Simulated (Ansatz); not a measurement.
Method: Ansatz 0.2.0, DFT r2SCAN, scalar-relativistic, plane waves, PAW.

Structure of BN:

```
CELL_PARAMETERS angstrom
2.54397 0.00000 0.00000
-1.27198 2.20314 0.00000
0.00000 0.00000 4.20774
ATOMIC_POSITIONS crystal
B 0.66667 0.33333 0.99980
B 0.33333 0.66667 0.49980
N 0.66667 0.33333 0.62520
N 0.33333 0.66667 0.12520
```

Settings: cutoff 500 eV, Γ-centred mesh 12×12×6 on the computed 4-atom cell, Gaussian smearing of 0.02 eV; no spin polarisation.

Levels along Γ–M–K–Γ–A–L–H–A | L–M | H–K, in eV from a zero inside the gap, sorted by energy at each point. Points in fractions of the primitive reciprocal vectors: Γ (0.000 0.000 0.000), M (0.500 0.000 0.000), K (0.333 0.333 0.000), A (0.000 0.000 0.500), L (0.500 0.000 0.500), H (0.333 0.333 0.500).
| point | k (1/Å, with 2π) | band 5 | band 6 | band 7 | band 8 | band 9 | band 10 | band 11 |
| --- | --- | --- | --- | --- | --- | --- | --- | --- |
| Γ | 0.000 | -5.08 | -3.15 | -2.88 | -2.88 | 6.24 | 6.24 | 6.46 |
| - | 0.204 | -5.30 | -3.33 | -3.25 | -3.00 | 6.03 | 6.48 | 6.68 |
| - | 0.407 | -5.85 | -4.49 | -3.60 | -3.34 | 5.66 | 7.01 | 7.08 |
| - | 0.611 | -6.51 | -6.01 | -4.17 | -3.81 | 5.26 | 7.29 | 7.76 |
| - | 0.815 | -7.64 | -7.14 | -4.96 | -4.30 | 4.91 | 7.10 | 8.25 |
| - | 1.018 | -9.16 | -7.64 | -5.92 | -4.71 | 4.64 | 6.48 | 8.47 |
| - | 1.222 | -10.25 | -7.96 | -6.89 | -4.98 | 4.49 | 5.95 | 8.54 |
| M | 1.426 | -10.08 | -8.06 | -7.40 | -5.07 | 4.44 | 5.75 | 8.54 |
| - | 1.544 | -10.04 | -8.23 | -7.41 | -5.23 | 4.71 | 5.57 | 8.50 |
| - | 1.661 | -9.95 | -8.68 | -7.45 | -5.66 | 5.08 | 5.45 | 8.77 |
| - | 1.779 | -9.78 | -9.29 | -7.54 | -6.28 | 4.43 | 6.57 | 9.39 |
| - | 1.896 | -9.92 | -9.55 | -7.69 | -6.98 | 3.80 | 7.93 | 10.10 |
| - | 2.014 | -10.38 | -9.26 | -7.97 | -7.61 | 3.30 | 9.41 | 10.70 |
| - | 2.132 | -10.31 | -8.91 | -8.36 | -8.07 | 2.98 | 10.89 | 11.16 |
| K | 2.249 | -10.43 | -8.51 | -8.50 | -8.50 | 2.88 | 11.58 | 11.58 |
| - | 2.485 | -9.66 | -9.55 | -7.94 | -7.55 | 3.28 | 10.35 | 10.67 |
| - | 2.720 | -10.73 | -8.58 | -6.90 | -6.47 | 4.32 | 8.69 | 9.61 |
| - | 2.955 | -9.61 | -7.34 | -5.73 | -5.39 | 5.63 | 7.34 | 8.66 |
| - | 3.190 | -7.93 | -6.03 | -4.59 | -4.45 | 6.43 | 6.58 | 7.86 |
| - | 3.425 | -6.39 | -4.69 | -3.74 | -3.64 | 6.00 | 6.73 | 7.22 |
| - | 3.661 | -5.40 | -3.45 | -3.29 | -3.05 | 6.03 | 6.47 | 6.74 |
| Γ | 3.896 | -5.08 | -3.15 | -2.88 | -2.88 | 6.24 | 6.24 | 6.46 |
| - | 4.003 | -5.06 | -3.33 | -2.91 | -2.91 | 6.28 | 6.28 | 6.55 |
| - | 4.109 | -4.99 | -3.85 | -3.01 | -3.01 | 6.39 | 6.39 | 6.78 |
| - | 4.216 | -4.88 | -4.63 | -3.17 | -3.17 | 6.57 | 6.57 | 7.04 |
| - | 4.322 | -4.73 | -4.73 | -3.37 | -3.37 | 6.82 | 6.82 | 7.23 |
| - | 4.429 | -4.55 | -4.55 | -3.60 | -3.60 | 7.12 | 7.12 | 7.33 |
| - | 4.536 | -4.33 | -4.33 | -3.85 | -3.85 | 7.37 | 7.37 | 7.47 |
| A | 4.642 | -4.10 | -4.10 | -4.10 | -4.10 | 7.37 | 7.37 | 7.85 |
| - | 4.846 | -4.58 | -4.58 | -4.28 | -4.28 | 7.42 | 7.42 | 7.91 |
| - | 5.050 | -5.74 | -5.74 | -4.75 | -4.75 | 6.81 | 6.81 | 8.71 |
| - | 5.253 | -6.87 | -6.87 | -5.35 | -5.35 | 6.07 | 6.07 | 9.29 |
| - | 5.457 | -7.13 | -7.13 | -5.93 | -5.93 | 5.38 | 5.38 | 9.13 |
| - | 5.661 | -6.93 | -6.93 | -6.39 | -6.39 | 4.83 | 4.83 | 8.57 |
| - | 5.865 | -6.69 | -6.69 | -6.69 | -6.69 | 4.47 | 4.47 | 8.06 |
| L | 6.068 | -6.79 | -6.79 | -6.60 | -6.60 | 4.34 | 4.34 | 7.86 |
| - | 6.186 | -7.11 | -7.11 | -6.45 | -6.45 | 4.51 | 4.51 | 7.96 |
| - | 6.304 | -7.70 | -7.70 | -6.32 | -6.32 | 4.95 | 4.95 | 8.26 |
| - | 6.421 | -8.44 | -8.44 | -6.23 | -6.23 | 5.50 | 5.50 | 8.71 |
| - | 6.539 | -9.23 | -9.23 | -6.15 | -6.15 | 6.06 | 6.06 | 9.01 |
| - | 6.656 | -10.00 | -10.00 | -6.09 | -6.09 | 6.55 | 6.55 | 8.77 |
| - | 6.774 | -10.61 | -10.61 | -6.04 | -6.04 | 6.96 | 6.96 | 8.33 |
| H | 6.892 | -10.86 | -10.86 | -6.03 | -6.03 | 7.17 | 7.17 | 8.09 |
| - | 7.127 | -10.19 | -10.19 | -6.11 | -6.11 | 6.75 | 6.75 | 8.70 |
| - | 7.362 | -9.02 | -9.02 | -6.35 | -6.35 | 6.51 | 6.51 | 9.34 |
| - | 7.597 | -7.80 | -7.80 | -6.58 | -6.58 | 6.59 | 6.59 | 9.06 |
| - | 7.833 | -7.06 | -7.06 | -6.07 | -6.07 | 6.83 | 6.83 | 8.43 |
| - | 8.068 | -6.06 | -6.06 | -5.06 | -5.06 | 7.17 | 7.17 | 7.95 |
| - | 8.303 | -4.72 | -4.72 | -4.35 | -4.35 | 7.56 | 7.56 | 7.66 |
| A | 8.538 | -4.10 | -4.10 | -4.10 | -4.10 | 7.37 | 7.37 | 7.85 |
| L | 8.538 | -6.79 | -6.79 | -6.60 | -6.60 | 4.34 | 4.34 | 7.86 |
| - | 8.645 | -7.10 | -7.06 | -6.46 | -6.31 | 4.19 | 4.52 | 7.99 |
| - | 8.752 | -7.64 | -7.38 | -6.23 | -6.12 | 4.19 | 4.62 | 8.31 |
| - | 8.858 | -8.28 | -7.62 | -6.36 | -5.80 | 4.39 | 4.62 | 8.71 |
| - | 8.965 | -8.92 | -7.81 | -6.64 | -5.51 | 4.57 | 4.75 | 9.10 |
| - | 9.072 | -9.49 | -7.95 | -6.99 | -5.28 | 4.50 | 5.20 | 8.95 |
| - | 9.178 | -9.91 | -8.04 | -7.28 | -5.12 | 4.46 | 5.59 | 8.64 |
| M | 9.285 | -10.08 | -8.06 | -7.40 | -5.07 | 4.44 | 5.75 | 8.54 |
| H | 9.285 | -10.86 | -10.86 | -6.03 | -6.03 | 7.17 | 7.17 | 8.09 |
| - | 9.392 | -11.24 | -10.43 | -6.13 | -6.13 | 6.99 | 7.32 | 7.32 |
| - | 9.498 | -11.59 | -9.99 | -6.41 | -6.41 | 5.93 | 7.76 | 7.76 |
| - | 9.605 | -11.63 | -9.55 | -6.84 | -6.84 | 4.94 | 8.44 | 8.44 |
| - | 9.711 | -11.30 | -9.15 | -7.35 | -7.35 | 4.10 | 9.29 | 9.29 |
| - | 9.818 | -10.93 | -8.82 | -7.87 | -7.87 | 3.44 | 10.23 | 10.23 |
| - | 9.925 | -10.58 | -8.59 | -8.31 | -8.31 | 3.02 | 11.12 | 11.12 |
| K | 10.031 | -10.43 | -8.51 | -8.50 | -8.50 | 2.88 | 11.58 | 11.58 |

This wurtzite form isn't the usual stable structure of the compound.

Cost: 1 run of about 0.54 core-minutes, on Intel Xeon 6975P-C (Granite Rapids) (shared hosts).